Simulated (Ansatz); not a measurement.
LiF:
```
LiF
1.0
    3.28020     0.00000     0.00000
   -1.64010     2.84074     0.00000
    0.00000     0.00000     3.99945
Li F
2 2
Direct
  0.33333   0.66667   0.75000
  0.66667   0.33333   0.25000
  0.66667   0.33333   0.75000
  0.33333   0.66667   0.25000
```

Relaxed with r²SCAN. 

### Question
HSE06 on this cell (Ansatz, an electronic-structure program, PAW) gives a gap of 9.98 eV. What does r²SCAN give?

### Answer
8.53 eV.

Cost on shared cores: the r²SCAN run (SCF on a 10×10×7 mesh, then bands and DOS) very roughly 17 core-seconds, the HSE06 run (SCF on 7×7×5, then a few points) very roughly 80 core-seconds; the tasks are unlike.

Space group P6_3/mmc. The start of the workflow was typed in or built on a structure type; neither database checked (COD, Materials Project) lists it. It is not the phase usual at ambient conditions (space group No. 225). The r²SCAN relaxation kept the symmetry of its start; whether a distortion lowers the energy is not shown.

Potentials: the later of the program's two PAW sets.

Ansatz is a plane-wave DFT program.
